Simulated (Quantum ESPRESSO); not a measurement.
## Al3MgON3 (one run as intended and one with a planted mistake)

A calculation, not a measurement. The program is pw.x of Quantum ESPRESSO 7.5 (plane-wave density functional theory). The cell is made up: 8 atoms on a rocksalt lattice, with randomly drawn elements, strain and displacements, not relaxed. PseudoDojo standard norm-conserving files (v0.5 for PBE, v0.4.1 for LDA and PBEsol) set the functional; there is no spin polarisation, spin-orbit coupling or dispersion term, and the masses in the input are unused placeholders.

Intended input:

```
&control calculation='scf', pseudo_dir='./dojo.nc.sr.pbe.v0_5.standard.upf', outdir='./o', disk_io='low', tprnfor=.true., tstress=.true. /
&system ibrav=0, nat=8, ntyp=4, nbnd=26, ecutwfc=84.00895049, nosym=.true., tot_charge=0,
 occupations='smearing', smearing='fd', degauss=0.0018374661
/
&electrons conv_thr=7.350e-09, electron_maxstep=60, /
ATOMIC_SPECIES
Al 1.0 Al.upf
Mg 1.0 Mg.upf
N 1.0 N.upf
O 1.0 O.upf
CELL_PARAMETERS angstrom
4.0022 -0.0271 -0.0293
-0.0271 4.0033 0.0307
-0.0293 0.0307 4.0706
ATOMIC_POSITIONS angstrom
Al 0.0695 -0.0288 -0.0853
Mg 0.0163 2.022 2.0878
Al 1.9537 -0.0483 1.9711
Al 2.0077 2.0248 -0.019
O 1.9269 0.0145 -0.0764
N 1.9048 1.9642 2.0556
N 4.0061 -0.0402 2.0147
N 4.0209 1.9382 0.0111
K_POINTS automatic
4 4 4 1 1 1
```

The log is shortened where brackets say so; the opening notice, blank lines, dates and the lines on written files are dropped, and the path of the files is cut. It prints rydbergs, bohrs and kilobars, and counts compression as positive stress. Where no state is partly filled, the Fermi energy that it prints is only some level between the filled and the empty states on the mesh, and need not lie in the true gap.

Log of the intended run:

```
     Program PWSCF v.7.5
     Parallel version (MPI & OpenMP), running on       4 processor cores
     Number of MPI processes:                 4
     Threads/MPI process:                     1
     [start-up lines left out]
     bravais-lattice index     =            0
     lattice parameter (alat)  =       7.5634  a.u.
     unit-cell volume          =     440.0524 (a.u.)^3
     number of atoms/cell      =            8
     number of atomic types    =            4
     number of electrons       =        40.00
     number of Kohn-Sham states=           26
     kinetic-energy cutoff     =      84.0090  Ry
     charge density cutoff     =     336.0358  Ry
     scf convergence threshold =      7.3E-09
     mixing beta               =       0.7000
     number of iterations used =            8  plain     mixing
     Exchange-correlation= PBE
                           (   1   4   3   4   0   0   0)
     [axes and pseudopotential details left out]
   Cartesian axes
     site n.     atom                  positions (alat units)
         1        Al     tau(   1) = (   0.0173646  -0.0071957  -0.0213122  )
         2        Mg     tau(   2) = (   0.0040726   0.5051970   0.5216371  )
         3        Al     tau(   3) = (   0.4881322  -0.0120678   0.4924796  )
         4        Al     tau(   4) = (   0.5016242   0.5058966  -0.0047472  )
         5        O      tau(   5) = (   0.4814363   0.0036228  -0.0190886  )
         6        N      tau(   6) = (   0.4759146   0.4907557   0.5135920  )
         7        N      tau(   7) = (   1.0009247  -0.0100440   0.5033731  )
         8        N      tau(   8) = (   1.0046225   0.4842596   0.0027733  )
     number of k points=    32  Fermi-Dirac smearing, width (Ry)=  0.0018
                       cart. coord. in units 2pi/alat
        k(    1) = (   0.1267514   0.1248876   0.1228761), wk =   0.0625000
        k(    2) = (   0.1285385   0.1230144   0.3687145), wk =   0.0625000
     [further k points left out]
     Dense  grid:    45753 G-vectors     FFT dimensions: (  45,  45,  45)
     Estimated max dynamical RAM per process >      73.67 MB
     Estimated total dynamical RAM >     261.19 MB
     Initial potential from superposition of free atoms
     starting charge      39.9918, renormalised to      40.0000
     Starting wfcs are   33 randomized atomic wfcs
     total cpu time spent up to now is        0.9 secs
     per-process dynamical memory:    54.9 Mb
     Self-consistent Calculation
     iteration #  1     ecut=    84.01 Ry     beta= 0.70
     Davidson diagonalization with overlap
     ethr =  1.00E-02,  avg # of iterations =  5.5
     total cpu time spent up to now is        2.2 secs
     total energy              =    -227.75045938 Ry
     estimated scf accuracy    <       1.96115062 Ry
     iteration #  2     ecut=    84.01 Ry     beta= 0.70
     Davidson diagonalization with overlap
     ethr =  4.90E-03,  avg # of iterations =  2.2
     total cpu time spent up to now is        3.3 secs
     total energy              =    -228.35053945 Ry
     estimated scf accuracy    <       1.26458243 Ry
     [iterations 3 to 9 left out]
     iteration # 10     ecut=    84.01 Ry     beta= 0.70
     Davidson diagonalization with overlap
     ethr =  1.20E-09,  avg # of iterations =  2.1
     total cpu time spent up to now is       12.5 secs
     total energy              =    -228.57623920 Ry
     estimated scf accuracy    <          9.2E-09 Ry
     iteration # 11     ecut=    84.01 Ry     beta= 0.70
     Davidson diagonalization with overlap
     ethr =  2.31E-11,  avg # of iterations =  4.1
     total cpu time spent up to now is       13.7 secs
     End of self-consistent calculation
     [lines on levels left out]
     the Fermi energy is    14.0201 ev
!    total energy              =    -228.57623921 Ry
     estimated scf accuracy    <          1.4E-09 Ry
     smearing contrib. (-TS)   =       0.00000000 Ry
     internal energy E=F+TS    =    -228.57623921 Ry
     The total energy is F=E-TS. E is the sum of the following terms:
     one-electron contribution =     -82.93499761 Ry
     hartree contribution      =      65.90362489 Ry
     xc contribution           =     -50.50117081 Ry
     ewald contribution        =    -161.04369568 Ry
     convergence has been achieved in  11 iterations
     Forces acting on atoms (cartesian axes, Ry/au):
     atom    1 type  1   force =    -0.04511689    0.01443191    0.03167790
     atom    2 type  2   force =    -0.08085623   -0.03265360   -0.02712592
     atom    3 type  1   force =     0.02848313    0.02474851    0.00768341
     atom    4 type  1   force =     0.00711450   -0.03542151    0.01081786
     atom    5 type  4   force =     0.05389340   -0.02426497    0.02707704
     atom    6 type  3   force =     0.10426601    0.01992929   -0.01943548
     atom    7 type  3   force =    -0.03632766    0.01235571   -0.02327052
     atom    8 type  3   force =    -0.03145626    0.02087466   -0.00742430
     Total force =     0.184009     Total SCF correction =     0.000025
     Computing stress (Cartesian axis) and pressure
          total   stress  (Ry/bohr**3)                   (kbar)     P=      211.43
   0.00175770   0.00023514   0.00026987          258.57       34.59       39.70
   0.00023514   0.00142895  -0.00026426           34.59      210.21      -38.87
   0.00026987  -0.00026426   0.00112513           39.70      -38.87      165.51
     init_run     :      0.85s CPU      0.89s WALL (       1 calls)
     electrons    :     12.70s CPU     12.80s WALL (       1 calls)
     forces       :      0.22s CPU      0.23s WALL (       1 calls)
     stress       :      0.67s CPU      0.67s WALL (       1 calls)
     [timing details left out]
     PWSCF        :     14.51s CPU     14.67s WALL
     JOB DONE.
```

A second run has one planted mistake: the cell has the wrong charge. The input lines that differ, file-writing options aside:

```
- &system ibrav=0, nat=8, ntyp=4, nbnd=26, ecutwfc=84.00895049, nosym=.true., tot_charge=0,
+ &system ibrav=0, nat=8, ntyp=4, nbnd=26, ecutwfc=84.00895049, nosym=.true., tot_charge=1,
```

Its log:

```
     Program PWSCF v.7.5
     Parallel version (MPI & OpenMP), running on       4 processor cores
     Number of MPI processes:                 4
     Threads/MPI process:                     1
     [start-up lines left out]
     bravais-lattice index     =            0
     lattice parameter (alat)  =       7.5634  a.u.
     unit-cell volume          =     440.0524 (a.u.)^3
     number of atoms/cell      =            8
     number of atomic types    =            4
     number of electrons       =        39.00
     number of Kohn-Sham states=           26
     kinetic-energy cutoff     =      84.0090  Ry
     charge density cutoff     =     336.0358  Ry
     scf convergence threshold =      7.3E-09
     mixing beta               =       0.7000
     number of iterations used =            8  plain     mixing
     Exchange-correlation= PBE
                           (   1   4   3   4   0   0   0)
     [axes and pseudopotential details left out]
   Cartesian axes
     site n.     atom                  positions (alat units)
         1        Al     tau(   1) = (   0.0173646  -0.0071957  -0.0213122  )
         2        Mg     tau(   2) = (   0.0040726   0.5051970   0.5216371  )
         3        Al     tau(   3) = (   0.4881322  -0.0120678   0.4924796  )
         4        Al     tau(   4) = (   0.5016242   0.5058966  -0.0047472  )
         5        O      tau(   5) = (   0.4814363   0.0036228  -0.0190886  )
         6        N      tau(   6) = (   0.4759146   0.4907557   0.5135920  )
         7        N      tau(   7) = (   1.0009247  -0.0100440   0.5033731  )
         8        N      tau(   8) = (   1.0046225   0.4842596   0.0027733  )
     number of k points=    32  Fermi-Dirac smearing, width (Ry)=  0.0018
                       cart. coord. in units 2pi/alat
        k(    1) = (   0.1267514   0.1248876   0.1228761), wk =   0.0625000
        k(    2) = (   0.1285385   0.1230144   0.3687145), wk =   0.0625000
     [further k points left out]
     Dense  grid:    45753 G-vectors     FFT dimensions: (  45,  45,  45)
     Estimated max dynamical RAM per process >      73.67 MB
     Estimated total dynamical RAM >     261.19 MB
     Initial potential from superposition of free atoms
     starting charge      39.9918, renormalised to      39.0000
     Starting wfcs are   33 randomized atomic wfcs
     total cpu time spent up to now is        1.1 secs
     per-process dynamical memory:    54.9 Mb
     Self-consistent Calculation
     iteration #  1     ecut=    84.01 Ry     beta= 0.70
     Davidson diagonalization with overlap
     ethr =  1.00E-02,  avg # of iterations =  4.9
     total cpu time spent up to now is        2.3 secs
     total energy              =    -228.62644160 Ry
     estimated scf accuracy    <       1.98989770 Ry
     iteration #  2     ecut=    84.01 Ry     beta= 0.70
     Davidson diagonalization with overlap
     ethr =  5.10E-03,  avg # of iterations =  3.0
     total cpu time spent up to now is        3.4 secs
     total energy              =    -229.22750915 Ry
     estimated scf accuracy    <       1.04327861 Ry
     [iterations 3 to 9 left out]
     iteration # 10     ecut=    84.01 Ry     beta= 0.70
     Davidson diagonalization with overlap
     ethr =  2.14E-09,  avg # of iterations =  3.6
     total cpu time spent up to now is       12.4 secs
     total energy              =    -229.41792175 Ry
     estimated scf accuracy    <       0.00000018 Ry
     iteration # 11     ecut=    84.01 Ry     beta= 0.70
     Davidson diagonalization with overlap
     ethr =  4.60E-10,  avg # of iterations =  2.0
     total cpu time spent up to now is       13.4 secs
     End of self-consistent calculation
     [lines on levels left out]
     the Fermi energy is    11.0716 ev
!    total energy              =    -229.41792179 Ry
     estimated scf accuracy    <          1.8E-09 Ry
     smearing contrib. (-TS)   =      -0.00093938 Ry
     internal energy E=F+TS    =    -229.41698241 Ry
     The total energy is F=E-TS. E is the sum of the following terms:
     one-electron contribution =     -84.16658641 Ry
     hartree contribution      =      65.27820979 Ry
     xc contribution           =     -49.48491011 Ry
     ewald contribution        =    -161.04369568 Ry
     convergence has been achieved in  11 iterations
     Forces acting on atoms (cartesian axes, Ry/au):
     atom    1 type  1   force =    -0.04641766    0.01593869    0.03919173
     atom    2 type  2   force =    -0.08264987   -0.03081230   -0.02610571
     atom    3 type  1   force =     0.03222767    0.02716830    0.00448549
     atom    4 type  1   force =     0.00714031   -0.03419618    0.01394622
     atom    5 type  4   force =     0.05681511   -0.02556031    0.02707852
     atom    6 type  3   force =     0.10328801    0.01430608   -0.02351046
     atom    7 type  3   force =    -0.03837761    0.01446948   -0.02849625
     atom    8 type  3   force =    -0.03202596    0.01868624   -0.00658953
     Total force =     0.188603     Total SCF correction =     0.000063
     Computing stress (Cartesian axis) and pressure
          total   stress  (Ry/bohr**3)                   (kbar)     P=     -137.67
  -0.00063370   0.00008794   0.00014276          -93.22       12.94       21.00
   0.00008794  -0.00096090  -0.00013518           12.94     -141.35      -19.89
   0.00014276  -0.00013518  -0.00121303           21.00      -19.89     -178.44
     init_run     :      0.89s CPU      0.93s WALL (       1 calls)
     electrons    :     12.30s CPU     12.38s WALL (       1 calls)
     forces       :      0.22s CPU      0.22s WALL (       1 calls)
     stress       :      0.66s CPU      0.66s WALL (       1 calls)
     [timing details left out]
     PWSCF        :     14.21s CPU     14.34s WALL
     JOB DONE.
```

|  | intended run | run with the mistake |
| --- | --- | --- |
| free energy (eV) | -3109.938 | -3121.390 |
| smearing term -TS (eV) | 0.0000 | -0.0128 |
| pressure (GPa) | 21.14 | -13.77 |
| largest force component (eV/Å) | 2.681 | 2.656 |
| largest change of a force component (eV/Å) |  | 0.193 |
| iterations | 11 | 11 |

For scale, a rerun of the intended cell at 1437 eV and a 6 x 6 x 6 mesh moved values by no more than 0.004 eV in energy, 0.02 GPa in stress and 0.003 eV/Å in force. The charged cell sits in a uniform background, so its energy and stress rest on the program's zero of potential.